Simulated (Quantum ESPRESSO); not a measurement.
## NbAl2Mo4Hf (one run as intended and one with a planted mistake)

Computed values, not a measurement. The program is pw.x of Quantum ESPRESSO 7.5 (plane-wave density functional theory). The cell is made up: eight metal atoms on a hexagonal close-packed lattice, with elements, volume, strain and displacements drawn at random and not relaxed, so it may be unstable or far from any real phase. PseudoDojo standard norm-conserving files set the functional (PBE unless stated); there is no spin polarisation or spin-orbit coupling, the Fermi-Dirac width of 0.25 eV means electrons at about 2900 K, and the masses in the input are unused placeholders. Heavy elements are run without spin-orbit coupling, which real alloys of them have. A spin test at this wide smearing found no moment, but such smearing suppresses magnetism that the real alloy may have.

Intended input:

```
&control calculation='scf', pseudo_dir='./dojo.nc.sr.pbe.v0_5.standard.upf', outdir='./o', disk_io='minimal', tprnfor=.true., tstress=.true. /
&system ibrav=0, nat=8, ntyp=4, nbnd=60, ecutwfc=82.02448710, nosym=.true., tot_charge=0,
 occupations='smearing', smearing='fd', degauss=0.0183746611
/
&electrons conv_thr=1.470e-08, electron_maxstep=70, mixing_beta=0.5 /
ATOMIC_SPECIES
Al 1.0 Al.upf
Hf 1.0 Hf.upf
Mo 1.0 Mo.upf
Nb 1.0 Nb.upf
CELL_PARAMETERS angstrom
-2.9674 0.0016 -0.0315
-0.0526 5.1446 -4.5635
-0.047 -5.1102 -4.5258
ATOMIC_POSITIONS angstrom
Nb 0.0312 -0.0329 -0.0154
Al 0.0097 1.7452 -2.192
Al -0.1375 0.0283 -4.4902
Mo -0.0422 1.6976 -6.8824
Mo -1.4783 -0.8636 -2.2815
Mo -1.5445 -2.5091 -4.5318
Mo -1.5697 -0.7489 -6.8393
Hf -1.5298 2.5642 -4.5441
K_POINTS automatic
8 4 4 1 1 1
```

The log is shortened where brackets say so; the opening notice, blank lines, dates and the lines on written files are dropped, and the path of the files is cut. It prints rydbergs, bohrs and kilobars, and counts compression as positive stress. Its total energy is the free energy E - TS of the whole cell.

Log of the intended run:

```
     Program PWSCF v.7.5
     Parallel version (MPI & OpenMP), running on       4 processor cores
     Number of MPI processes:                 4
     Threads/MPI process:                     1
     [start-up lines left out]
     bravais-lattice index     =            0
     lattice parameter (alat)  =       5.6079  a.u.
     unit-cell volume          =     933.1332 (a.u.)^3
     number of atoms/cell      =            8
     number of atomic types    =            4
     number of electrons       =        87.00
     number of Kohn-Sham states=           60
     kinetic-energy cutoff     =      82.0245  Ry
     charge density cutoff     =     328.0979  Ry
     scf convergence threshold =      1.5E-08
     mixing beta               =       0.5000
     number of iterations used =            8  plain     mixing
     Exchange-correlation= PBE
                           (   1   4   3   4   0   0   0)
     [axes and pseudopotential details left out]
   Cartesian axes
     site n.     atom                  positions (alat units)
         1        Nb     tau(   1) = (   0.0105137  -0.0110865  -0.0051894  )
         2        Al     tau(   2) = (   0.0032687   0.5880911  -0.7386521  )
         3        Al     tau(   3) = (  -0.0463342   0.0095364  -1.5130910  )
         4        Mo     tau(   4) = (  -0.0142204   0.5720510  -2.3192058  )
         5        Mo     tau(   5) = (  -0.4981521  -0.2910127  -0.7688115  )
         6        Mo     tau(   6) = (  -0.5204599  -0.8455073  -1.5271093  )
         7        Mo     tau(   7) = (  -0.5289517  -0.2523616  -2.3046821  )
         8        Hf     tau(   8) = (  -0.5155064   0.8640747  -1.5312541  )
     number of k points=    64  Fermi-Dirac smearing, width (Ry)=  0.0184
                       cart. coord. in units 2pi/alat
        k(    1) = (  -0.0616444  -0.0003313  -0.0809483), wk =   0.0312500
        k(    2) = (  -0.0608141  -0.0729777  -0.1628549), wk =   0.0312500
     [further k points left out]
     Dense  grid:    93639 G-vectors     FFT dimensions: (  36,  75,  75)
     Estimated max dynamical RAM per process >     329.46 MB
     Estimated total dynamical RAM >       1.22 GB
     Initial potential from superposition of free atoms
     starting charge      86.9852, renormalised to      87.0000
     Starting wfcs are   68 randomized atomic wfcs
     total cpu time spent up to now is        6.4 secs
     per-process dynamical memory:   257.7 Mb
     Self-consistent Calculation
     iteration #  1     ecut=    82.02 Ry     beta= 0.50
     Davidson diagonalization with overlap
     ethr =  1.00E-02,  avg # of iterations =  2.4
     total cpu time spent up to now is       21.1 secs
     total energy              =    -808.21885372 Ry
     estimated scf accuracy    <       1.39162187 Ry
     iteration #  2     ecut=    82.02 Ry     beta= 0.50
     Davidson diagonalization with overlap
     ethr =  1.60E-03,  avg # of iterations =  6.0
     total cpu time spent up to now is       37.8 secs
     total energy              =    -807.59002616 Ry
     estimated scf accuracy    <      14.19710979 Ry
     [iterations 3 to 17 left out]
     iteration # 18     ecut=    82.02 Ry     beta= 0.50
     Davidson diagonalization with overlap
     ethr =  1.79E-10,  avg # of iterations =  1.8
     total cpu time spent up to now is      242.1 secs
     total energy              =    -808.84667461 Ry
     estimated scf accuracy    <       0.00000011 Ry
     iteration # 19     ecut=    82.02 Ry     beta= 0.50
     Davidson diagonalization with overlap
     ethr =  1.31E-10,  avg # of iterations =  1.0
     total cpu time spent up to now is      253.1 secs
     End of self-consistent calculation
     [lines on levels left out]
!    total energy              =    -808.84667461 Ry
     estimated scf accuracy    <          8.0E-09 Ry
     smearing contrib. (-TS)   =      -0.13851587 Ry
     internal energy E=F+TS    =    -808.70815874 Ry
     The total energy is F=E-TS. E is the sum of the following terms:
     one-electron contribution =    -251.78590542 Ry
     hartree contribution      =     166.90112078 Ry
     xc contribution           =    -141.40546838 Ry
     ewald contribution        =    -582.41790573 Ry
     convergence has been achieved in  19 iterations
     Forces acting on atoms (cartesian axes, Ry/au):
     atom    1 type  4   force =    -0.00068971    0.03667453   -0.00501809
     atom    2 type  1   force =    -0.00643152   -0.00469809    0.01295673
     atom    3 type  1   force =     0.01664635   -0.02192869   -0.01215694
     atom    4 type  3   force =     0.00110606   -0.00545953   -0.00439873
     atom    5 type  3   force =    -0.00697716    0.01450502   -0.02914167
     atom    6 type  3   force =    -0.00428931    0.01411685    0.01602609
     atom    7 type  3   force =    -0.00050044   -0.00821880    0.04027143
     atom    8 type  2   force =     0.00113573   -0.02499129   -0.01853881
     Total force =     0.082463     Total SCF correction =     0.000429
     Computing stress (Cartesian axis) and pressure
          total   stress  (Ry/bohr**3)                   (kbar)     P=      -20.35
  -0.00013059   0.00002793  -0.00001737          -19.21        4.11       -2.56
   0.00002793  -0.00039090  -0.00015153            4.11      -57.50      -22.29
  -0.00001737  -0.00015153   0.00010638           -2.56      -22.29       15.65
     init_run     :      5.99s CPU      6.28s WALL (       1 calls)
     electrons    :    245.71s CPU    246.69s WALL (       1 calls)
     forces       :      2.38s CPU      2.38s WALL (       1 calls)
     stress       :      8.61s CPU      8.61s WALL (       1 calls)
     [timing details left out]
     PWSCF        :   4m22.86s CPU   4m24.15s WALL
     JOB DONE.
```

A second run has one planted mistake: the files are those of another functional. The input lines that differ:

```
- &control calculation='scf', pseudo_dir='./dojo.nc.sr.pbe.v0_5.standard.upf', outdir='./o', disk_io='minimal', tprnfor=.true., tstress=.true. /
+ &control calculation='scf', pseudo_dir='./dojo.nc.sr.lda.v0_4_1.standard.upf', outdir='./o', disk_io='minimal', tprnfor=.true., tstress=.true. /
```

Its log:

```
     Program PWSCF v.7.5
     Parallel version (MPI & OpenMP), running on       4 processor cores
     Number of MPI processes:                 4
     Threads/MPI process:                     1
     [start-up lines left out]
     bravais-lattice index     =            0
     lattice parameter (alat)  =       5.6079  a.u.
     unit-cell volume          =     933.1332 (a.u.)^3
     number of atoms/cell      =            8
     number of atomic types    =            4
     number of electrons       =        87.00
     number of Kohn-Sham states=           60
     kinetic-energy cutoff     =      82.0245  Ry
     charge density cutoff     =     328.0979  Ry
     scf convergence threshold =      1.5E-08
     mixing beta               =       0.5000
     number of iterations used =            8  plain     mixing
     Exchange-correlation= SLA  PW   NOGX NOGC
                           (   1   4   0   0   0   0   0)
     [axes and pseudopotential details left out]
   Cartesian axes
     site n.     atom                  positions (alat units)
         1        Nb     tau(   1) = (   0.0105137  -0.0110865  -0.0051894  )
         2        Al     tau(   2) = (   0.0032687   0.5880911  -0.7386521  )
         3        Al     tau(   3) = (  -0.0463342   0.0095364  -1.5130910  )
         4        Mo     tau(   4) = (  -0.0142204   0.5720510  -2.3192058  )
         5        Mo     tau(   5) = (  -0.4981521  -0.2910127  -0.7688115  )
         6        Mo     tau(   6) = (  -0.5204599  -0.8455073  -1.5271093  )
         7        Mo     tau(   7) = (  -0.5289517  -0.2523616  -2.3046821  )
         8        Hf     tau(   8) = (  -0.5155064   0.8640747  -1.5312541  )
     number of k points=    64  Fermi-Dirac smearing, width (Ry)=  0.0184
                       cart. coord. in units 2pi/alat
        k(    1) = (  -0.0616444  -0.0003313  -0.0809483), wk =   0.0312500
        k(    2) = (  -0.0608141  -0.0729777  -0.1628549), wk =   0.0312500
     [further k points left out]
     Dense  grid:    93639 G-vectors     FFT dimensions: (  36,  75,  75)
     Estimated max dynamical RAM per process >     329.46 MB
     Estimated total dynamical RAM >       1.22 GB
     Initial potential from superposition of free atoms
     starting charge      86.9879, renormalised to      87.0000
     Starting wfcs are   68 randomized atomic wfcs
     total cpu time spent up to now is        6.5 secs
     per-process dynamical memory:   257.7 Mb
     Self-consistent Calculation
     iteration #  1     ecut=    82.02 Ry     beta= 0.50
     Davidson diagonalization with overlap
     ethr =  1.00E-02,  avg # of iterations =  2.4
     total cpu time spent up to now is       21.0 secs
     total energy              =    -809.31625012 Ry
     estimated scf accuracy    <       1.34886685 Ry
     iteration #  2     ecut=    82.02 Ry     beta= 0.50
     Davidson diagonalization with overlap
     ethr =  1.55E-03,  avg # of iterations =  6.1
     total cpu time spent up to now is       38.3 secs
     total energy              =    -808.70975814 Ry
     estimated scf accuracy    <      13.68494399 Ry
     [iterations 3 to 17 left out]
     iteration # 18     ecut=    82.02 Ry     beta= 0.50
     Davidson diagonalization with overlap
     ethr =  1.27E-10,  avg # of iterations =  1.8
     total cpu time spent up to now is      242.3 secs
     total energy              =    -809.92287289 Ry
     estimated scf accuracy    <       0.00000010 Ry
     iteration # 19     ecut=    82.02 Ry     beta= 0.50
     Davidson diagonalization with overlap
     ethr =  1.11E-10,  avg # of iterations =  1.0
     total cpu time spent up to now is      253.5 secs
     End of self-consistent calculation
     [lines on levels left out]
!    total energy              =    -809.92287289 Ry
     estimated scf accuracy    <          4.3E-09 Ry
     smearing contrib. (-TS)   =      -0.13899276 Ry
     internal energy E=F+TS    =    -809.78388013 Ry
     The total energy is F=E-TS. E is the sum of the following terms:
     one-electron contribution =    -253.68338888 Ry
     hartree contribution      =     166.99053217 Ry
     xc contribution           =    -140.67311770 Ry
     ewald contribution        =    -582.41790573 Ry
     convergence has been achieved in  19 iterations
     Forces acting on atoms (cartesian axes, Ry/au):
     atom    1 type  4   force =    -0.00017214    0.03095565   -0.00176912
     atom    2 type  1   force =    -0.00585558   -0.00251482    0.01444463
     atom    3 type  1   force =     0.01524743   -0.02246480   -0.01284434
     atom    4 type  3   force =     0.00138460   -0.00443498   -0.00603223
     atom    5 type  3   force =    -0.00684756    0.00551662   -0.02258476
     atom    6 type  3   force =    -0.00439097    0.01187092    0.02244654
     atom    7 type  3   force =    -0.00058865   -0.00484933    0.03106302
     atom    8 type  2   force =     0.00122288   -0.01407926   -0.02472374
     Total force =     0.072263     Total SCF correction =     0.000351
     Computing stress (Cartesian axis) and pressure
          total   stress  (Ry/bohr**3)                   (kbar)     P=     -113.98
  -0.00075567   0.00002544  -0.00001180         -111.16        3.74       -1.74
   0.00002544  -0.00100204  -0.00015369            3.74     -147.40      -22.61
  -0.00001180  -0.00015369  -0.00056669           -1.74      -22.61      -83.36
     init_run     :      5.74s CPU      6.01s WALL (       1 calls)
     electrons    :    246.32s CPU    247.06s WALL (       1 calls)
     forces       :      2.31s CPU      2.31s WALL (       1 calls)
     stress       :      8.39s CPU      8.40s WALL (       1 calls)
     [timing details left out]
     PWSCF        :   4m23.29s CPU   4m24.32s WALL
     JOB DONE.
```

|  | intended run | run with the mistake |
| --- | --- | --- |
| free energy (eV) | -11004.920 | -11019.562 |
| entropy term -TS, part of it (eV) | -1.885 | -1.891 |
| pressure (GPa) | -2.04 | -11.40 |
| size of the largest force component (eV/Å) | 1.035 | 0.799 |
| largest change of a force component (eV/Å) |  | 0.281 |
| iterations | 19 | 19 |

For scale, a rerun of the intended cell at a higher cutoff and on a denser mesh moved values by no more than 0.003 eV in energy, 0.04 GPa in stress and 0.008 eV/Å in force, and a second program with other atomic files agreed on that cell to 2 % rms in force and 0.5 GPa in pressure. Files of another functional or element have another zero of energy, so the energy change says nothing on stability.